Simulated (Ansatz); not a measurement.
Method: DFT PBE, scalar-relativistic, plane waves, PAW (Ansatz). All cells share a 420 eV cutoff and Γ-centred k meshes spaced at most about 0.3 Å⁻¹ (about 0.25 or finer for metals, 2π included). No spin polarisation in the final relaxations.

All energies are static (0 K, no zero-point motion).

Compare these two cells of AlSiN, each relaxed at this level.

A.

```
CELL_PARAMETERS angstrom
3.05504 0.00000 0.00000
-1.52752 2.64574 0.00000
0.00000 0.00000 6.88549
ATOMIC_POSITIONS crystal
Al 0.66667 0.33333 0.50000
Si 0.00000 0.00000 0.00000
N 0.33333 0.66667 0.50000
```

B.

```
CELL_PARAMETERS angstrom
2.68862 0.00000 0.00000
0.00000 2.68862 0.00000
0.00000 0.00000 5.40636
ATOMIC_POSITIONS crystal
Al 0.00000 0.00000 0.00000
Si 0.50000 0.50000 0.50000
N 0.50000 0.50000 0.00000
```

Question: Which is lower in energy, and by how much?

Answer: B is lower, by 135 meV/atom. A has space group P-6m2 (No. 187), 18.6 Å³/atom and no gap on its mesh; B has space group P4/mmm (No. 123), 13.0 Å³/atom and no gap. Counting N atoms around Al and Si (those within 1.25 times the shortest such distance or 1.15 times the sum of covalent radii, 1.27 where that leaves under three; the shortest distance is added where it exceeds 1.18 times the sum of covalent radii), A has Al 3, Si 6 from 3.9 Å and B has Al 4, Si 2 from 2.7 Å. Both come from invented guesses.

Weakly bound directions are ill-defined at this level, which has no dispersion term (P-6m2, P4/mmm), and this can change margins and order among such cells. Cells relaxed within their symmetry can be saddle points.
